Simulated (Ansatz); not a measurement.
A relaxed cell of TiO₂ (I4₁/amd (No. 141)), relaxed on a k-mesh at least as fine as the one used below. All values below come from PBE (plane waves to 420 eV, PAW, scalar-relativistic; Ansatz, a program for electronic structure). Γ-centred k-mesh 7×7×9 on the run's cell (coarser than for final values), Fermi–Dirac smearing 0.05 eV.

```yaml
crystal:
  lattice:
    - [-1.89921, 1.89921, 4.85192]
    - [1.89921, -1.89921, 4.85192]
    - [1.89921, 1.89921, -4.85192]
  atoms:
    - { symbol: Ti, position: [0.50000, 0.50000, 0.00000] }
    - { symbol: Ti, position: [0.25000, 0.75000, 0.50000] }
    - { symbol: O, position: [0.29360, 0.29360, 0.00000] }
    - { symbol: O, position: [0.04360, 0.54360, 0.50000] }
    - { symbol: O, position: [0.45640, 0.95640, 0.50000] }
    - { symbol: O, position: [0.70640, 0.70640, 0.00000] }
```

The atoms are displaced by (Å):

```
atom      ux      uy      uz
----  ------  ------  ------
Ti1    0.169  -0.061   0.350
Ti2    0.780   0.096  -0.018
O3     0.532  -0.458   0.009
O4    -0.644   0.237  -0.240
O5    -0.079  -0.147  -0.266
O6    -0.393  -0.302  -0.018
```

Problem. What forces (eV/Å) and pressure result?

Solution. 
```json
[
 {"atom": "Ti1", "Fx": "-2.44", "Fy": "0.41", "Fz": "-5.54"},
 {"atom": "Ti2", "Fx": "-2.30", "Fy": "-1.79", "Fz": "3.43"},
 {"atom": "O3", "Fx": "-5.12", "Fy": "1.00", "Fz": "-2.88"},
 {"atom": "O4", "Fx": "2.83", "Fy": "-3.44", "Fz": "0.56"},
 {"atom": "O5", "Fx": "3.58", "Fy": "2.15", "Fz": "2.51"},
 {"atom": "O6", "Fx": "3.45", "Fy": "1.66", "Fz": "1.91"}
]
```

Pressure +7.7 GPa.

Problem. Estimate the energy cost of the displacement in the harmonic approximation and compare with the calculation.

Solution. For a harmonic well ΔE = −½ Σ F·u = 6.773 eV a cell, or 1129 meV/atom. The calculated energy relative to the undisplaced cell is +1.388 eV/atom, so anharmonic terms matter at this amplitude.

No spin polarisation in the result.

The run that gave the undisplaced cell could not lose the symmetry of its start; a randomly shaken copy of 6 atoms returns to this structure.
